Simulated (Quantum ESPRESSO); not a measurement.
# Band energies of Na2CO3

```
Na2CO3
1.0
    4.39238    -2.63220     0.00000
    4.39238     2.63220     0.00000
   -1.35210     0.00000     5.76531
C O Na
2 6 4
Direct
  0.33597   0.33597   0.75072
  0.66403   0.66403   0.24928
  0.21181   0.21181   0.83263
  0.78819   0.78819   0.16737
  0.38969   0.81339   0.29179
  0.61031   0.18661   0.70821
  0.18661   0.61031   0.70821
  0.81339   0.38969   0.29179
  0.66907   0.66907   0.74079
  0.33093   0.33093   0.25921
  0.00000   0.00000   0.00000
  0.00000   0.00000   0.50000
```

LDA (pw.x of Quantum ESPRESSO, ONCV potentials, scalar-relativistic); path ΓYFLI,I1ZF1,YX1,XΓN,MΓ; energies in eV from the valence-band maximum.

```
k (1/Å)  point  band 36  band 37  band 38  band 39  band 40  band 41  band 42  band 43
-------  -----  -------  -------  -------  -------  -------  -------  -------  -------
0.00         Γ    -1.76    -1.72    -1.57    -0.07    -0.05     3.96     5.34     5.35
0.39              -1.78    -1.54    -1.53    -0.27    -0.06     4.72     4.99     5.51
0.78              -1.70    -1.65    -1.33    -0.42    -0.21     4.82     5.27     6.47
1.17         Y    -1.74    -1.71    -1.27    -0.48    -0.32     4.87     5.26     6.52
1.37              -1.70    -1.70    -1.33    -0.45    -0.28     4.94     5.17     5.66
1.78         F    -1.81    -1.60    -1.56    -0.25    -0.06     4.47     5.09     5.42
2.30              -1.71    -1.70    -1.28    -0.40    -0.23     4.87     5.24     5.82
2.65              -1.69    -1.66    -1.40    -0.51    -0.27     4.87     5.18     6.23
2.82         L    -1.69    -1.65    -1.46    -0.52    -0.27     4.91     5.10     6.08
3.27         I    -1.80    -1.71    -1.65    -0.58    -0.46     5.26     5.35     6.49
3.27        I1    -1.80    -1.71    -1.65    -0.58    -0.46     5.26     5.35     6.49
3.46              -1.87    -1.76    -1.64    -0.50    -0.40     5.35     5.43     6.48
4.02         Z    -1.91    -1.50    -1.39    -0.17     0.00     4.81     5.21     5.95
4.36              -1.71    -1.60    -1.36    -0.32    -0.13     4.82     5.27     6.11
4.88              -1.72    -1.65    -1.45    -0.48    -0.26     4.95     5.05     5.71
5.22        F1    -1.81    -1.60    -1.56    -0.25    -0.06     4.47     5.09     5.42
5.22         Y    -1.74    -1.71    -1.27    -0.48    -0.32     4.87     5.26     6.52
5.25        X1    -1.75    -1.70    -1.27    -0.49    -0.33     4.87     5.26     6.53
5.25         X    -1.75    -1.70    -1.27    -0.49    -0.33     4.87     5.26     6.53
5.64              -1.81    -1.58    -1.50    -0.65    -0.41     5.19     5.39     6.20
6.22              -1.77    -1.74    -1.70    -0.16    -0.12     4.19     5.36     5.38
6.41         Γ    -1.76    -1.72    -1.57    -0.07    -0.05     3.96     5.34     5.35
6.62              -1.79    -1.72    -1.62    -0.18    -0.07     4.21     5.24     5.45
7.25         N    -1.89    -1.74    -1.68    -0.58    -0.40     5.37     5.44     6.29
7.25         M    -1.86    -1.71    -1.60    -0.59    -0.37     5.39     5.41     5.70
7.42              -1.86    -1.72    -1.60    -0.51    -0.32     5.23     5.37     5.48
7.95         Γ    -1.76    -1.72    -1.57    -0.07    -0.05     3.96     5.34     5.35
```

The LDA gap is indirect, 3.96 eV, from Z to Γ; the smallest direct gap is 4.01 eV.

Geometry of the Materials Project entry, not relaxed at this level.
